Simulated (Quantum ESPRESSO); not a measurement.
**Band energies of TlBr at +1 % isotropic strain**

```
CELL_PARAMETERS angstrom
      3.95281     0.00000     0.00000
      0.00000     3.95281     0.00000
      0.00000     0.00000     3.95281
ATOMIC_POSITIONS crystal
  Br 0.50000 0.50000 0.50000
  Tl 0.00000 0.00000 0.00000
```

PBE (stringent potentials; Quantum ESPRESSO, PseudoDojo norm-conserving, 90 Ry, scalar-relativistic); path ΓXMΓRX,MR; energies in eV from the valence-band maximum.

| k (1/Å) | point | band 15 | band 16 | band 17 | band 18 | band 19 | band 20 | band 21 | band 22 |
|---|---|---|---|---|---|---|---|---|---|
| 0.00 | Γ | -9.96 | -4.70 | -1.39 | -1.39 | -1.39 | 6.96 | 7.30 | 7.30 |
| 0.45 |  | -9.96 | -5.30 | -1.09 | -1.09 | -0.84 | 3.62 | 6.35 | 6.35 |
| 0.79 | X | -9.96 | -5.66 | -0.87 | -0.87 | 0.00 | 1.81 | 5.76 | 5.76 |
| 1.02 |  | -9.97 | -5.48 | -1.49 | -0.86 | -0.41 | 2.50 | 5.44 | 5.98 |
| 1.48 |  | -9.92 | -4.10 | -3.00 | -2.71 | -0.79 | 4.70 | 4.91 | 7.31 |
| 1.59 | M | -9.91 | -3.79 | -3.07 | -3.07 | -0.79 | 4.89 | 4.89 | 7.45 |
| 2.00 |  | -9.99 | -4.94 | -2.64 | -0.91 | -0.88 | 3.60 | 5.21 | 6.61 |
| 2.41 |  | -9.97 | -4.96 | -1.73 | -1.24 | -0.80 | 5.20 | 6.05 | 6.87 |
| 2.71 | Γ | -9.96 | -4.70 | -1.39 | -1.39 | -1.39 | 6.96 | 7.30 | 7.30 |
| 2.91 |  | -9.97 | -4.83 | -1.47 | -1.47 | -1.05 | 6.36 | 6.46 | 6.46 |
| 3.30 |  | -9.98 | -4.96 | -1.87 | -1.87 | -0.34 | 4.75 | 4.94 | 4.94 |
| 3.80 |  | -9.93 | -3.47 | -2.06 | -2.06 | -1.92 | 2.60 | 2.60 | 3.59 |
| 4.09 | R | -9.91 | -2.75 | -2.02 | -2.02 | -2.02 | 2.06 | 2.06 | 2.06 |
| 4.19 |  | -9.91 | -2.82 | -2.07 | -2.06 | -2.00 | 2.11 | 2.17 | 2.28 |
| 4.70 |  | -9.96 | -4.76 | -2.11 | -1.44 | -1.29 | 3.61 | 3.67 | 6.20 |
| 5.11 |  | -9.96 | -5.63 | -1.00 | -0.90 | -0.08 | 1.98 | 5.61 | 5.87 |
| 5.21 | X | -9.96 | -5.66 | -0.87 | -0.87 | 0.00 | 1.81 | 5.76 | 5.76 |
| 5.21 | M | -9.91 | -3.79 | -3.07 | -3.07 | -0.79 | 4.89 | 4.89 | 7.45 |
| 5.51 |  | -9.91 | -3.55 | -2.81 | -2.81 | -1.23 | 3.91 | 3.91 | 5.04 |
| 6.01 | R | -9.91 | -2.75 | -2.02 | -2.02 | -2.02 | 2.06 | 2.06 | 2.06 |

The PBE gap is direct, 1.81 eV at X.

Spin-orbit coupling is left out; with 6p states at a band edge it can lower the gap by many tenths of an eV, most of a small gap.

Geometry strained from the cell relaxed with PBEsol, atoms relaxed again.
